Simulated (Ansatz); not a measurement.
Input:

SrTiO3 (cubic perovskite)

```
SrTiO3
1.0
    3.93649     0.00000     0.00000
    0.00000     3.93649     0.00000
    0.00000     0.00000     3.93649
Sr Ti O
1 1 3
Direct
  0.00000   0.00000   0.00000
  0.50000   0.50000   0.50000
  0.00000   0.50000   0.50000
  0.50000   0.50000   0.00000
  0.50000   0.00000   0.50000
```

The atoms are displaced by Q × the pattern below (from a DFPT mode at Γ, largest move 1; Q in Å), at fixed cell. It is one choice among 3 degenerate patterns.

```json
[
 {"atom": "Sr1", "x": "0.000", "y": "0.000", "z": "-0.820"},
 {"atom": "Ti2", "x": "0.000", "y": "0.000", "z": "1.000"},
 {"atom": "O3", "x": "0.000", "y": "0.000", "z": "0.576"},
 {"atom": "O4", "x": "0.000", "y": "0.000", "z": "0.349"},
 {"atom": "O5", "x": "0.000", "y": "0.000", "z": "0.576"}
]
```

The numbers are results of PBE (plane waves to 420 eV, PAW, scalar-relativistic; Ansatz, a quantum-chemistry and plane-wave program), not measurements. k mesh 8×8×8 (Γ-centred), Fermi-Dirac smearing 0.05 eV. E stands for the smeared free energy. SrTiO3 is run without spin polarisation. SrTiO3 was relaxed with its symmetry unable to fall. The PAW data are Ansatz's earlier set. ΔE is measured from the undisplaced structure.

The scan covers Q from -0.280 to 0.280 Å in 13 points.

Q: Is the energy the same for equal positive and negative displacements?

A: Even: the same for both signs.

Q: Which space group does the distorted structure have?

A: P4mm (No. 99), lowered from Pm-3m.

Q: What is the energy change at Q = 0.280 Å?

A: 412 meV/cell.

Q: What harmonic wavenumber does the curvature at Q = 0 give?

A: 144 cm⁻¹.

(For displaced atoms, the force is minus the slope of the energy, and its curvature is a force constant, which sets phonon frequencies.)
